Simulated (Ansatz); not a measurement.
Li:
```
CELL_PARAMETERS angstrom
     -1.73860     1.73860     1.73860
      1.73860    -1.73860     1.73860
      1.73860     1.73860    -1.73860
ATOMIC_POSITIONS crystal
  Li 0.00000 0.00000 0.00000
```

Relaxed with r²SCAN. Special points in fractions of this cell's reciprocal vectors: Γ (0.000, 0.000, 0.000); H (0.500, -0.500, 0.500); N (0.000, 0.000, 0.500); P (0.250, 0.250, 0.250).

### Question
List the band energies nearest the Fermi level at these points for the program Ansatz at the r²SCAN level (PAW).

### Answer
In eV from the Fermi level; about four levels below and three above (degenerate sets whole), none deeper than 8.9 eV; … stands for higher levels left out; points with the same levels are listed once.

```tsv
k	below	above
Γ	-3.87	…
H	–	5.97 5.97 5.97
N	–	0.31 3.35 11.21
P	–	3.61 3.61 3.61
```

Space group Im-3m (bcc (W type)). Symmetry was held in the r²SCAN relaxation; phonons on a q-mesh show no instability.

Potentials: the later of the program's two PAW sets.
